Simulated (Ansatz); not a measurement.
The relaxed structure here is a generated cell of NiS: the first start was made by a random draw of sites in a space group, and the end was not matched to a known phase here, so it may be hypothetical. Known forms of NiS include space group No. 160.

One starting cell of NiS (a randomly generated symmetric cell of NiS (space group No. 123)) was relaxed twice with Ansatz (plane waves, PAW, scalar-relativistic): with PBEsol at 420 eV and with PBE at 420 eV. The PBEsol result:

```
NiS
1.0
    3.18537     0.00000     0.00000
    0.00000     3.18537     0.00000
    0.00000     0.00000     2.56299
Ni S
1 1
Cartesian
  1.59269   1.59269   0.00000
  0.00000   0.00000   0.00000
```

```tsv
quantity	PBEsol	PBE
space group	P4/mmm	P4/mmm
volume (Å³/atom)	13.00	?
a (Å)	3.185	?
c (Å)	2.563	?
gap (eV, no spin-orbit coupling)	0.00	?
```

What does PBE give for the same quantities?


- volume (Å³/atom), PBE: 13.83
- a (Å), PBE: 3.232
- c (Å), PBE: 2.649
- gap (eV, no spin-orbit coupling), PBE: 0.00

Both levels end in the same structure; PBE's volume is 6.4 % larger. Neither column is exact.

No spin polarisation in the result. A magnetic state may lie lower.

The run could not lose the symmetry of its start, so the end can be a saddle point.

All atoms sit on sites fixed by symmetry, so only the cell could relax.

Ansatz is a quantum-chemistry and plane-wave program.
